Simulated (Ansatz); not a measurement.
A relaxation computed with Ansatz, from input to last step.

```yaml
crystal:
  lattice:
    - [7.2243746421, 0.0, 0.0]
    - [-3.6121873211, 6.2564919665, 0.0]
    - [0.0, 0.0, 6.9450607381]
  atoms:
    - { symbol: Si, position: [0.5336734923, 0.7668367462, 0.4166666667] }
    - { symbol: Si, position: [0.4663265077, 0.2331632538, 0.9166666667] }
    - { symbol: Si, position: [0.2331632538, 0.4663265077, 0.75] }
    - { symbol: Si, position: [0.7668367462, 0.2331632538, 0.5833333333] }
    - { symbol: Si, position: [0.7668367462, 0.5336734923, 0.25] }
    - { symbol: Si, position: [0.2331632538, 0.7668367462, 0.0833333333] }
    - { symbol: O, position: [0.6125266538, 0.3874733462, 0.0833333333] }
    - { symbol: O, position: [0.0, 0.6828906938, 0.1666666667] }
    - { symbol: O, position: [0.7749466925, 0.3874733462, 0.4166666667] }
    - { symbol: O, position: [0.6828906938, 0.6828906938, 0.3333333333] }
    - { symbol: O, position: [0.3171093062, 0.3171093062, 0.8333333333] }
    - { symbol: O, position: [0.6125266538, 0.2250533075, 0.75] }
    - { symbol: O, position: [0.2250533075, 0.6125266538, 0.9166666667] }
    - { symbol: O, position: [0.3171093062, 0.0, 0.0] }
    - { symbol: O, position: [0.0, 0.3171093062, 0.6666666667] }
    - { symbol: O, position: [0.3874733462, 0.7749466925, 0.25] }
    - { symbol: O, position: [0.3874733462, 0.6125266538, 0.5833333333] }
    - { symbol: O, position: [0.6828906938, 0.0, 0.5] }
basis:
  ecutwfc: 500
kpoints:
  mp_grid: { grid: [6, 6, 4] }
hamiltonian:
  xc: r2scan
scf:
  occupations: { method: gaussian, width: 0.02 }
output:
  forces: true
  stress: true
  eigenvalues: true
  write_density: true
  write_potential: true
  elf: true
  volumetric_format: npy
relax:
  adjacent_minimum: "off"
  f_tol: 0.01
  max_steps: 30
  cell: { stress_tol: 0.1, fix: [volume] }
```

```bash
ansatz run input.yaml --threads 4 --pin off --max-ram 10240MiB --backend cpu --events-out ev --progress --plain --runs-dir out
```

Theory: DFT r2SCAN, scalar-relativistic, plane waves, PAW (Ansatz).

The volume is held at 0.97 times that of the relaxed cell.

Of 5 frames 4 are shown, positions in Å and forces in eV/Å; the SCF threshold varies from step to step. Steps run on the plane waves of an earlier cell, with a Pulay correction in the pressure. The basis is chosen afresh for the last frame, the zero of the energies, and at times for earlier ones too; energy and pressure can step there, also at an unchanged geometry. Where two frames share a geometry here, they differ by under 2 meV/atom and 0.3 GPa.

```xyz
18
Lattice="7.2244 0.0000 0.0000 -3.6122 6.2565 0.0000 0.0000 0.0000 6.9451" Properties=species:S:1:pos:R:3:forces:R:3 pbc="T T T" step=1 free_energy_over_end_meV_per_atom=0.85 pressure_GPa=4.75
Si    1.0855    4.7977    2.8938    0.0219    0.0126    0.0000
Si    2.5267    1.4588    6.3663   -0.0219   -0.0126    0.0000
Si    0.0000    2.9176    5.2088    0.0000   -0.0253    0.0000
Si    4.6977    1.4588    4.0513    0.0219   -0.0126    0.0000
Si    3.6122    3.3389    1.7363    0.0000    0.0253    0.0000
Si   -1.0855    4.7977    0.5788   -0.0219    0.0126    0.0000
O     3.0255    2.4242    0.5788   -0.0306    0.0176    0.0000
O    -2.4667    4.2725    1.1575   -0.0828    0.1434    0.0000
O     4.1989    2.4242    2.8938    0.0306    0.0176    0.0000
O     2.4667    4.2725    2.3150    0.0828    0.1434    0.0000
O     1.1455    1.9840    5.7876   -0.0828   -0.1434    0.0000
O     3.6122    1.4080    5.2088    0.0000   -0.0353    0.0000
O    -0.5867    3.8323    6.3663   -0.0306   -0.0176    0.0000
O     2.2909    0.0000    0.0000   -0.1656    0.0000    0.0000
O    -1.1455    1.9840    4.6300    0.0828   -0.1434    0.0000
O     0.0000    4.8484    1.7363    0.0000    0.0353    0.0000
O     0.5867    3.8323    4.0513    0.0306   -0.0176    0.0000
O     4.9335    0.0000    3.4725    0.1656    0.0000    0.0000
18
Lattice="7.2264 0.0000 0.0000 -3.6132 6.2583 0.0000 0.0000 0.0000 6.9411" Properties=species:S:1:pos:R:3:forces:R:3 pbc="T T T" step=2 free_energy_over_end_meV_per_atom=0.58 pressure_GPa=4.66
Si    1.0877    4.8002    2.8921   -0.0259   -0.0149    0.0000
Si    2.5255    1.4581    6.3627    0.0259    0.0149    0.0000
Si    0.0000    2.9162    5.2059    0.0000    0.0299    0.0000
Si    4.7009    1.4581    4.0490   -0.0259    0.0149    0.0000
Si    3.6132    3.3421    1.7353    0.0000   -0.0299    0.0000
Si   -1.0877    4.8002    0.5784    0.0259   -0.0149    0.0000
O     3.0243    2.4261    0.5784   -0.0272    0.0157    0.0000
O    -2.4698    4.2777    1.1569   -0.0725    0.1256    0.0000
O     4.2021    2.4261    2.8921    0.0272    0.0157    0.0000
O     2.4698    4.2777    2.3137    0.0725    0.1256    0.0000
O     1.1435    1.9805    5.7843   -0.0725   -0.1256    0.0000
O     3.6132    1.4061    5.2059    0.0000   -0.0314    0.0000
O    -0.5889    3.8322    6.3627   -0.0272   -0.0157    0.0000
O     2.2869    0.0000    0.0000   -0.1450    0.0000    0.0000
O    -1.1435    1.9805    4.6274    0.0725   -0.1256    0.0000
O     0.0000    4.8521    1.7353    0.0000    0.0314    0.0000
O     0.5889    3.8322    4.0490    0.0272   -0.0157    0.0000
O     4.9395    0.0000    3.4706    0.1450    0.0000    0.0000
18
Lattice="7.2415 0.0000 0.0000 -3.6208 6.2713 0.0000 0.0000 0.0000 6.9122" Properties=species:S:1:pos:R:3:forces:R:3 pbc="T T T" step=3 free_energy_over_end_meV_per_atom=0.00 pressure_GPa=4.21
Si    1.0959    4.8136    2.8801   -0.0098   -0.0057    0.0000
Si    2.5249    1.4577    6.3362    0.0098    0.0057    0.0000
Si    0.0000    2.9155    5.1841    0.0000    0.0113    0.0000
Si    4.7167    1.4577    4.0321   -0.0098    0.0057    0.0000
Si    3.6208    3.3559    1.7280    0.0000   -0.0113    0.0000
Si   -1.0959    4.8136    0.5760    0.0098   -0.0057    0.0000
O     3.0220    2.4361    0.5760   -0.0102    0.0059    0.0000
O    -2.4857    4.3054    1.1520   -0.0005    0.0009    0.0000
O     4.2195    2.4361    2.8801    0.0102    0.0059    0.0000
O     2.4857    4.3054    2.3041    0.0005    0.0009    0.0000
O     1.1351    1.9660    5.7602   -0.0005   -0.0009    0.0000
O     3.6208    1.3991    5.1841    0.0000   -0.0117    0.0000
O    -0.5987    3.8352    6.3362   -0.0102   -0.0059    0.0000
O     2.2701    0.0000    0.0000   -0.0011    0.0000    0.0000
O    -1.1351    1.9660    4.6081    0.0005   -0.0009    0.0000
O     0.0000    4.8723    1.7280    0.0000    0.0117    0.0000
O     0.5987    3.8352    4.0321    0.0102   -0.0059    0.0000
O     4.9714    0.0000    3.4561    0.0011    0.0000    0.0000
18
Lattice="7.2401 0.0000 0.0000 -3.6201 6.2701 0.0000 0.0000 0.0000 6.9149" Properties=species:S:1:pos:R:3:forces:R:3 pbc="T T T" step=5 free_energy_over_end_meV_per_atom=0.00 pressure_GPa=4.21
Si    1.0954    4.8125    2.8812   -0.0020   -0.0012    0.0000
Si    2.5246    1.4576    6.3386    0.0020    0.0012    0.0000
Si    0.0000    2.9152    5.1861    0.0000    0.0023    0.0000
Si    4.7155    1.4576    4.0337   -0.0020    0.0012    0.0000
Si    3.6201    3.3549    1.7287    0.0000   -0.0023    0.0000
Si   -1.0954    4.8125    0.5762    0.0020   -0.0012    0.0000
O     3.0207    2.4361    0.5762   -0.0045    0.0026    0.0000
O    -2.4853    4.3046    1.1525    0.0010   -0.0018    0.0000
O     4.2194    2.4361    2.8812    0.0045    0.0026    0.0000
O     2.4853    4.3046    2.3050   -0.0010   -0.0018    0.0000
O     1.1348    1.9655    5.7624    0.0010    0.0018    0.0000
O     3.6201    1.3980    5.1861    0.0000   -0.0052    0.0000
O    -0.5994    3.8340    6.3386   -0.0045   -0.0026    0.0000
O     2.2696    0.0000    0.0000    0.0020    0.0000    0.0000
O    -1.1348    1.9655    4.6099   -0.0010    0.0018    0.0000
O     0.0000    4.8722    1.7287    0.0000    0.0052    0.0000
O     0.5994    3.8340    4.0337    0.0045   -0.0026    0.0000
O     4.9706    0.0000    3.4574   -0.0020    0.0000    0.0000
```

Time: 88 s on 4 threads of Oxide Virtual Turin-like Processor (Zen 5), with other jobs on the host, peak memory 1.6 GiB.